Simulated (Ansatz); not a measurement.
A geometry of W away from equilibrium: step 2 of the relaxation of a relaxed W cell, doubled along one cell vector, shaken by Gaussian noise of σ = 0.08 Å a coordinate. All values below come from PBEsol (plane waves to 420 eV, PAW, scalar-relativistic; Ansatz, a first-principles code). Γ-centred k-mesh 8×4×8 on the run's cell (coarser than for final values), Fermi–Dirac smearing 0.05 eV.

```xyz
8
Lattice="-0.0011 3.6458 3.6740 7.3152 0.0239 7.3219 3.6697 3.6448 -0.0001" Properties=species:S:1:pos:R:3:forces:R:3 pbc="T T T" free_energy=-82040.641 pressure_GPa=0.0
W      4.5521     4.5993     4.5348   -0.0881    0.3299   -0.1942
W      8.3052     4.6716     8.1050    0.1158    0.2571   -0.7091
W      2.7029     2.7821     4.6008   -0.1382    0.4010    0.2622
W      6.3688     2.9228     8.4009   -0.0506    0.9913    0.6104
W      2.8087     4.4765     2.6398   -0.0043   -0.2788   -0.7170
W      6.4460     4.4478     6.3102   -0.0329   -0.1546   -0.6922
W      4.5963     2.6527     2.8167    0.3468   -0.6955    0.6820
W      8.1767     2.5658     6.5274   -0.1486   -0.8506    0.7577
```

Positions in Å, forces in eV/Å, free energy of the cell in eV (comparable only within this code, potentials and settings). Largest force: 1.17 eV/Å, on W4 (atoms numbered as listed); the geometry lies about 2.5 eV/atom above the end of its relaxation.

No spin polarisation in the result.

Of the parent cell (Fd-3m (No. 227)): it is a generated cell of W: the first start was made by a random draw of sites in a space group, and the end was not matched to a known phase here, so it may be hypothetical. Known forms of W include space group No. 229.
